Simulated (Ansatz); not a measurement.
CaMg: Grüneisen parameters and expansion

Computed with Ansatz 0.2.0, DFT PBEsol, scalar-relativistic, plane waves, PAW. Plane waves to 420 eV; Γ-centred k mesh 10×10×10; Fermi-Dirac smearing of 0.15 eV. No spin polarisation. Phonons by linear response, acoustic sum rule imposed.

Relaxed structure:
```xyz
2
Lattice="3.9277 0.0000 0.0000 0.0000 3.9277 0.0000 0.0000 0.0000 3.9277" Properties=species:S:1:pos:R:3 pbc="T T T"
Ca    0.0000    0.0000    0.0000
Mg    1.9639    1.9639    1.9639
```

In a metal, frequencies depend on the k mesh and the smearing, soft modes most. Some empty bands missed the eigensolver's threshold.

Phonons on a 2×2×2 q mesh at 0.98, 1 and 1.02 times the equilibrium volume give γ = −d ln ν/d ln V, modes matched by rank. The cell has V = 60.59 Å³ with 2 atoms and B = 26 GPa. Points of the mesh (fractions of the reciprocal vectors) with their weights out of 8; the acoustic modes at Γ are left out:

```tsv
q	weight	ν (cm⁻¹)	γ	degeneracy
0.00 0.00 0.00	1	205	1.38	3
0.00 0.00 -0.50	3	127	1.17	2
0.00 0.00 -0.50	3	133	1.65	1
0.00 0.00 -0.50	3	143	1.42	1
0.00 0.00 -0.50	3	169	1.28	2
0.00 -0.50 -0.50	3	53	0.81	2
0.00 -0.50 -0.50	3	117	0.96	1
0.00 -0.50 -0.50	3	178	1.24	1
0.00 -0.50 -0.50	3	192	1.60	2
-0.50 -0.50 -0.50	1	135	1.67	3
-0.50 -0.50 -0.50	1	162	1.43	3
```

Question: Work out the volume expansion coefficient at 50, 100, 300 and 800 K in Grüneisen's theory.

Answer: Each mode holds c = k_B x² eˣ/(eˣ − 1)², x = hcν/k_BT (k_B = 0.695 cm⁻¹/K). Weighted over the mesh, C_V = Σ c, γ̄ = Σ cγ/C_V and α_V = γ̄ C_V/(BV):
```tsv
T (K)	C_V (k_B a cell)	γ̄	α_V (10⁻⁶/K)
50	1.81	1.16	18.2
100	3.95	1.26	43.1
300	5.39	1.29	60.3
800	5.59	1.30	62.7
```

The classical limit of C_V is 3n = 6 k_B, less the 3/8 k_B of the three modes left out, which leaves C_V and α_V about 6 % low even at high temperature. All γ are positive, so the crystal expands at every temperature. For a cubic crystal the linear coefficient is a third of α_V. A mesh this coarse misses long acoustic waves, so the low-temperature rows are rough; B and γ are held at their static values, and the electrons' part is left out.

Question: The zero-point energy of the cell, summed on a denser interpolated mesh, is 52.767, 51.362 and 49.988 meV at the three volumes. How far does it expand the lattice at 0 K?

Answer: P_zp = −dE_zp/dV = 2.779 meV / (2.424 Å³) × 0.16022 GPa Å³/meV = 0.184 GPa, so ΔV/V = P_zp/B = 0.70 %. This share is taken off a measured low-temperature volume before it is compared with a static calculation.

Cost: 6 runs of about 6 core-minutes in all, on Intel Xeon Platinum 8275CL (Skylake/Cascade Lake) (shared hosts).